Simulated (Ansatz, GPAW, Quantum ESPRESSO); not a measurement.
**One calculation of Ca3AsP, 3 ways**

```
As Ca P
1.0
     5.33390    0.00000    0.00000
     0.00000    5.33390    0.00000
     0.00000    0.00000    5.33390
As Ca P
1 3 1
Direct
  0.99763 0.00336 0.00149
  0.50750 0.49881 0.99881
  0.50490 0.99552 0.50139
  0.99854 0.50088 0.49804
  0.50175 0.50489 0.50245
```

The cell comes from a database or a generator and needn't be the stable form of this composition.

Atoms were shifted at random by some hundredths of an Å from the given cell, which wasn't relaxed again for these runs.

Alike in all runs: task single point; functional PBE; k mesh 5 × 5 × 5; occupations fermi-dirac, width 0.05 eV; no spin polarisation; no spin-orbit coupling. Pressure is positive in compression and, in plane waves, holds the error of the finite cutoff, which Ansatz's Pulay term estimates and takes out.

| program and potentials | plane-wave cutoff (eV) | notes | pressure (GPa) | largest force (eV/Å) | energy over the undisturbed cell (meV/atom) |
| --- | --- | --- | --- | --- | --- |
| Ansatz, Ansatz PAW | 420 | 10 valence electrons an atom on average | -0.05 | 0.483 | 2.72 |
| GPAW, GPAW PAW data sets (gpaw-data 1.2.1) | 600 | 8 valence electrons an atom on average | 0.11 | 0.491 | 2.78 |
| Quantum ESPRESSO, SSSP 1.3 efficiency PBE | 748 | 8 valence electrons an atom on average | ? | ? | ? |

**Question.** Estimate from the other rows what the run with Quantum ESPRESSO, SSSP 1.3 efficiency PBE gave.

**Answer.** Pressure -0.06 GPa; largest force 0.483 eV/Å; energy over the undisturbed cell 2.72 meV/atom. The other rows, which needn't bracket it: pressure -0.05 to 0.11; largest force 0.483 to 0.491; energy over the undisturbed cell 2.72 to 2.78.
